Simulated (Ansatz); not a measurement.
## Zone-centre phonons of MnS at 8 GPa: input and output

Method: DFT LDA, scalar-relativistic, plane waves, PAW in Ansatz.

Launched with:
```bash
ansatz run input.yaml --threads 1 --pin off --max-ram 3072MiB --backend cpu --events-out ev --progress --plain --runs-dir out
```

Input (bare energies are in eV):
```yaml
crystal:
  lattice:
    - [0.0, 2.398792986, 2.398792986]
    - [2.398792986, 0.0, 2.398792986]
    - [2.398792986, 2.398792986, 0.0]
  atoms:
    - { symbol: Mn, position: [0.0, 0.0, 0.0] }
    - { symbol: S, position: [0.75, 0.75, 0.75] }
basis:
  ecutwfc: 420
kpoints:
  mp_grid: { grid: [16, 16, 16] }
hamiltonian:
  xc: lda
scf:
  occupations: { method: gaussian, width: 0.2 }
output:
  eigenvalues: true
phonons:
  method: dfpt
  eigenvectors: true
```

The end of the output:
```
--- Phonons (Γ-DFPT): 2 representative perturbations + reference, on 349 of 4096 k-points (Σ response iterations 6) ---
  k mesh reduced under 8 symmetry operations, with k and −k counted as one. Each operation leaves every solved displacement unchanged or reverses it
  ASR residual: 1.386e-5 → 0.000e0 eV/Å²; symmetrization residual: 2.627e-6 eV/Å²
  ASR residual per site (eV/Å²): 1.39e-5 3.57e-6
  Γ frequencies (cm⁻¹): 0.00 0.00 0.00 493.39 493.39 493.39
  non-analytic LO–TO correction: not included (Born effective charges unavailable; polar crystals: no LO–TO splitting at Γ)
```

Time: 49 s on 1 thread of Arm Neoverse V1 (shared host), peak memory 0.71 GiB.

In a metal, frequencies and elastic constants depend on the k mesh and the smearing, soft modes and shear constants most. Spin polarisation was left out, and a magnetic state may lie lower. Other phases may be more stable at this pressure.

This zinc-blende form isn't the usual stable structure of the compound at low pressure.